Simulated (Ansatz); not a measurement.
The start is a randomly generated symmetric cell of Ni (space group No. 191). The cell and all atomic positions are relaxed at zero pressure with r2SCAN (plane waves to 500 eV, PAW, scalar-relativistic; Ansatz, a quantum-chemistry and plane-wave program). The first steps use a coarse 9×9×17 k-mesh.

Starting cell:
```
Ni
1.0
    4.00051     0.00000     0.00000
   -2.00025     3.46454     0.00000
    0.00000     0.00000     1.82342
Ni
2
Direct
  0.33333   0.66667   0.00000
  0.66667   0.33333   0.00000
```
Spin-polarised start, with parallel moments on Ni.

- Outcome = The space group stays P6/mmm (No. 191) (the run could not lower it), with 2 atoms in the primitive magnetic cell
- Energy released = about 1.2 eV/atom
- Volume change = +16.4 %, from 12.64 to 14.71 Å³/atom
- Band gap at the end = no gap (metallic)
- Optimiser moves = 13

Final values are on a 14×14×20 k-mesh of the relaxed cell. The start holds a very short contact (Ni–Ni 1.82 Å). Spin state reached: ferromagnetic (net 0.84 μB/atom), from parallel starting moments; other spin orders were not run from this start. r2SCAN tends to overstate moments in metals.

The run could not lose the symmetry of its start: the end is stationary, and may be a saddle point rather than a minimum.

All atoms sit on sites fixed by symmetry, so only the cell could relax.

The relaxed structure here is a generated cell of Ni: the first start was made by a random draw of sites in a space group, and the end was not matched to a known phase here, so it may be hypothetical. Known forms of Ni include space group No. 225.
